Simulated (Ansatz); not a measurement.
Zr₂Ir:
```yaml
crystal:
  lattice:
    - [-3.25205, 3.25205, 2.88790]
    - [3.25205, -3.25205, 2.88790]
    - [3.25205, 3.25205, -2.88790]
  atoms:
    - { symbol: Zr, position: [0.67356, 0.17356, 0.84713] }
    - { symbol: Zr, position: [0.32644, 0.82644, 0.15287] }
    - { symbol: Zr, position: [0.17356, 0.32644, 0.50000] }
    - { symbol: Zr, position: [0.82644, 0.67356, 0.50000] }
    - { symbol: Ir, position: [0.75000, 0.75000, 0.00000] }
    - { symbol: Ir, position: [0.25000, 0.25000, 0.00000] }
```

Relaxed with r²SCAN. Special points in fractions of this cell's reciprocal vectors: Γ (0.000, 0.000, 0.000); X (0.000, 0.000, 0.500); M (-0.500, 0.500, 0.500); Z (0.447, 0.447, -0.447); Z0 (-0.447, 0.553, 0.447); P (0.250, 0.250, 0.250); N (0.000, 0.500, 0.000).

Q: List the band energies nearest the Fermi level at these points for plane-wave PAW r²SCAN with spin–orbit coupling (Ansatz code).

A: In eV from the Fermi level; about four levels below and three above (degenerate sets whole), none deeper than 8.9 eV; points with the same levels are listed once.

| k | below | above |
|---|---|---|
| Γ | -0.70 -0.70 -0.23 -0.23 | 0.03 0.03 0.23 0.23 |
| X | -0.67 -0.67 -0.57 -0.57 | 0.18 0.18 0.25 0.25 |
| M | -0.32 -0.32 -0.16 -0.16 | 0.00 0.00 1.34 1.34 |
| Z | -0.33 -0.33 -0.20 -0.20 | 0.15 0.15 1.42 1.42 |
| P | -0.13 -0.13 -0.13 -0.13 | 0.44 0.44 0.44 0.44 |
| N | -0.04 -0.04 -0.04 -0.04 | 0.56 0.56 0.56 0.56 |

Space group I4/mcm. The first step of the workflow began from a Materials Project structure, measured or hypothetical; the Crystallography Open Database copy checked does not list it. Whether it is the stable phase at ambient conditions was not checked. The r²SCAN relaxation kept the symmetry of its start; its stability against distortions is not shown here. The run is not spin-polarised.

Potentials: the later of the program's two PAW sets.
